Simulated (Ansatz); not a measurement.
TiO$_{2}$:
```cif
data_O8Ti4
_chemical_formula_sum 'Ti4 O8'
_space_group_name_H-M_alt 'Pbcn'
_space_group_IT_number 60
_space_group_name_Hall '-P 2n 2ab'
_cell_length_a 4.49842
_cell_length_b 5.43981
_cell_length_c 4.84116
_cell_angle_alpha 90.000
_cell_angle_beta 90.000
_cell_angle_gamma 90.000
loop_
_atom_site_label
_atom_site_type_symbol
_atom_site_symmetry_multiplicity
_atom_site_Wyckoff_symbol
_atom_site_fract_x
_atom_site_fract_y
_atom_site_fract_z
_atom_site_occupancy
Ti1 Ti 4 c 0.00000 0.17403 0.75000 1
O1 O 8 d 0.22844 0.11768 0.41857 1
```

Relaxed with LDA.

Task: Give the optical modes at the zone centre with their infrared activity from DFPT, LDA (plane waves, PAW; program Ansatz).

Result: Transverse frequencies, without the LO–TO term; a row sums one degenerate level.

| ω (cm⁻¹) | degeneracy | IR ((D/Å)²/amu) | activity | symmetry |
|---|---|---|---|---|
| 156 | 1 | 0.00 | IR-inactive | B3g |
| 171 | 1 | 0.00 | IR-inactive | Ag |
| 184 | 1 | 0.00 | IR-inactive | B1g |
| 203 | 1 | 111.27 | IR | B1u |
| 212 | 1 | 112.94 | IR | B3u |
| 223 | 1 | 0.00 | IR-inactive | B3g |
| 257 | 1 | 35.02 | IR | B1u |
| 286 | 1 | 2.09 | IR | B3u |
| 292 | 1 | 0.00 | IR-inactive | B1g |
| 303 | 1 | 101.25 | IR | B2u |
| 307 | 1 | 0.00 | IR-inactive | Ag |
| 314 | 1 | 0.00 | IR-inactive | Au |
| 321 | 1 | 0.00 | IR-inactive | B1g |
| 351 | 1 | 0.00 | IR-inactive | Au |
| 353 | 1 | 0.00 | IR-inactive | B2g |
| 373 | 1 | 148.74 | IR | B3u |
| 397 | 1 | 0.00 | IR-inactive | B3g |
| 416 | 1 | 0.00 | IR-inactive | B2g |
| 430 | 1 | 54.24 | IR | B2u |
| 434 | 1 | 59.08 | IR | B1u |
| 436 | 1 | 0.00 | IR-inactive | Ag |
| 447 | 1 | 0.00 | IR-inactive | B1g |
| 462 | 1 | 0.00 | IR-inactive | B3g |
| 488 | 1 | 10.46 | IR | B3u |
| 520 | 1 | 0.00 | IR-inactive | B2g |
| 531 | 1 | 0.00 | IR-inactive | Au |
| 553 | 1 | 0.00 | IR-inactive | Ag |
| 560 | 1 | 24.65 | IR | B1u |
| 581 | 1 | 0.00 | IR-inactive | B1g |
| 630 | 1 | 0.00 | IR-inactive | B3g |
| 641 | 1 | 0.00 | IR-inactive | Au |
| 711 | 1 | 8.97 | IR | B2u |
| 826 | 1 | 0.00 | IR-inactive | B2g |

Task: How high does the top mode go among those that the LO–TO term moves?

Result: 848 cm⁻¹ for q along x, 800 cm⁻¹ for q along y, 820 cm⁻¹ for q along z.

This is a known high-pressure phase of the composition, computed here at zero pressure and temperature. The LDA relaxation kept the symmetry of its start; of distortions, only those at the zone centre were tested. The run is not spin-polarised.

Potentials: the later of the program's two PAW sets.
